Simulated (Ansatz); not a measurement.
# Al3Pd: how the energy converges with the cutoff

Al3Pd, P1, a = 4.026 Å, b = 3.922 Å, c = 3.985 Å, α, β, γ = 89.3°, 90.6°, 90.6°. Ansatz: PBE, PAW, cutoff varied, Γ-centred 8×8×8 mesh on 4 atoms, Gaussian smearing 0.10 eV; no spin polarisation. Single points at one geometry with displaced atoms, the cutoff alone changed; ΔE is the energy at zero smearing over the run at 600 eV. The runs up to 350 eV lie under the cutoff recommended for these PAW datasets.

| cutoff (eV) | ΔE (meV/atom) |
| --- | --- |
| 200 | 3186.83 |
| 250 | 537.03 |
| 300 | 72.06 |
| 350 | ? |
| 420 | 1.07 |

Question: Assume ΔE falls exponentially with the cutoff, fit y = ln ΔE against x, the cutoff in eV, to the other rows, and predict the missing value.

Answer: y = 8.067, 6.286, 4.277, 0.068. Means x = 292.5, y = 4.6745; Σ(Δx)² = 26675, ΣΔxΔy = -972.6; the slope is their ratio. y = 15.34 − 0.03646 x, a factor of ten per 63 eV. At 350 eV this gives ΔE = 13.18 meV/atom. The run gave 8.56, a ratio of 1.54. Between neighbouring rows the decay runs from a factor of ten per 54 eV to one per 78 eV, so one exponential is only a rough guide.

7 further runs of this set didn't finish or converge.